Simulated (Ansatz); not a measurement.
ZrO2:
Space group I4₁/amd, origin choice 1 (No. 141); a = b = 4.0136 Å, c = 10.6964 Å, α = β = γ = 90.00°

```
atom  site  symmetry       x       y       z
----  ----  --------  ------  ------  ------
Zr      4a      -4m2  0.0000  0.0000  0.0000
O       8e      2mm.  0.0000  0.0000  0.2014
```
(The calculation used a cell of 6 atoms; values per cell refer to that cell.)

Relaxed with r²SCAN.

Which orbitals make up the states near the band edges in r²SCAN (plane waves, PAW; program Ansatz)?

Top 1 eV of the valence band: O 2p 93 %. Bottom 1 eV of the conduction band: Zr 4d 92 %, O 2p 6 %. Projections are on Löwdin-orthogonalised atomic valence shells; empty p or d shells of many metals are not among them.

Tabulate the density of states.

States/eV per cell of 6 atoms, in 0.25 eV bins, energy from the valence-band maximum.

| E (eV) | total | O 2p | Zr 4d | Zr 5s |
|---|---|---|---|---|
| -4.10 | 0.00 | 0.00 | 0.00 | 0.00 |
| -3.85 | 3.96 | 2.70 | 1.05 | 0.13 |
| -3.60 | 6.65 | 4.65 | 1.61 | 0.22 |
| -3.35 | 5.93 | 4.13 | 1.57 | 0.09 |
| -3.10 | 5.79 | 4.10 | 1.46 | 0.08 |
| -2.85 | 6.67 | 4.80 | 1.60 | 0.08 |
| -2.60 | 6.84 | 5.12 | 1.48 | 0.07 |
| -2.35 | 4.02 | 3.07 | 0.82 | 0.03 |
| -2.10 | 3.81 | 3.02 | 0.62 | 0.04 |
| -1.85 | 5.25 | 4.24 | 0.81 | 0.04 |
| -1.60 | 6.00 | 4.99 | 0.78 | 0.06 |
| -1.35 | 5.73 | 4.93 | 0.58 | 0.07 |
| -1.10 | 5.74 | 5.07 | 0.39 | 0.09 |
| -0.85 | 5.66 | 5.11 | 0.31 | 0.07 |
| -0.60 | 8.58 | 7.96 | 0.34 | 0.05 |
| -0.35 | 10.57 | 9.98 | 0.30 | 0.03 |
| -0.10 | 4.81 | 4.62 | 0.11 | 0.01 |
| 0.15 | 0.00 | 0.00 | 0.00 | 0.00 |
| 0.40 | 0.00 | 0.00 | 0.00 | 0.00 |
| 0.65 | 0.00 | 0.00 | 0.00 | 0.00 |
| 0.90 | 0.00 | 0.00 | 0.00 | 0.00 |
| 1.15 | 0.00 | 0.00 | 0.00 | 0.00 |
| 1.40 | 0.00 | 0.00 | 0.00 | 0.00 |
| 1.65 | 0.00 | 0.00 | 0.00 | 0.00 |
| 1.90 | 0.00 | 0.00 | 0.00 | 0.00 |
| 2.15 | 0.00 | 0.00 | 0.00 | 0.00 |
| 2.40 | 0.00 | 0.00 | 0.00 | 0.00 |
| 2.65 | 0.00 | 0.00 | 0.00 | 0.00 |
| 2.90 | 0.00 | 0.00 | 0.00 | 0.00 |
| 3.15 | 0.00 | 0.00 | 0.00 | 0.00 |
| 3.40 | 0.00 | 0.00 | 0.00 | 0.00 |
| 3.65 | 0.00 | 0.00 | 0.00 | 0.00 |
| 3.90 | 0.00 | 0.00 | 0.00 | 0.00 |
| 4.15 | 0.00 | 0.00 | 0.00 | 0.00 |
| 4.40 | 0.00 | 0.00 | 0.00 | 0.00 |
| 4.65 | 0.16 | 0.00 | 0.16 | 0.00 |
| 4.90 | 0.38 | 0.02 | 0.36 | 0.00 |
| 5.15 | 0.66 | 0.04 | 0.61 | 0.00 |
| 5.40 | 1.24 | 0.10 | 1.12 | 0.00 |
| 5.65 | 6.89 | 0.56 | 6.06 | 0.06 |
| 5.90 | 7.37 | 0.84 | 6.16 | 0.10 |
| 6.15 | 5.80 | 0.67 | 4.82 | 0.08 |
| 6.40 | 7.96 | 0.82 | 6.64 | 0.15 |
| 6.65 | 3.30 | 0.45 | 2.56 | 0.10 |
| 6.90 | 5.80 | 1.03 | 4.32 | 0.17 |
| 7.15 | 4.81 | 0.94 | 3.45 | 0.18 |
| 7.40 | 2.61 | 0.54 | 1.59 | 0.26 |
| 7.65 | 2.22 | 0.41 | 1.11 | 0.36 |
| 7.90 | 2.34 | 0.39 | 1.13 | 0.39 |
| 8.15 | 1.85 | 0.17 | 0.80 | 0.38 |
| 8.40 | 2.40 | 0.23 | 1.14 | 0.36 |
| 8.65 | 2.58 | 0.26 | 1.38 | 0.29 |
| 8.90 | 3.24 | 0.37 | 1.90 | 0.23 |
| 9.15 | 2.13 | 0.29 | 1.20 | 0.16 |

Space group I4_1/amd (anatase). The workflow started from a Materials Project entry (that database holds measured and hypothetical structures alike); the Crystallography Open Database copy checked does not list it. It is not the phase usual at ambient conditions (space group No. 14). The r²SCAN relaxation kept the symmetry of its start; whether a distortion lowers the energy is not shown. The run is not spin-polarised. Scalar-relativistic: spin–orbit coupling is off unless named, which matters more the heavier the elements.

Potentials: the later of the program's two PAW sets.
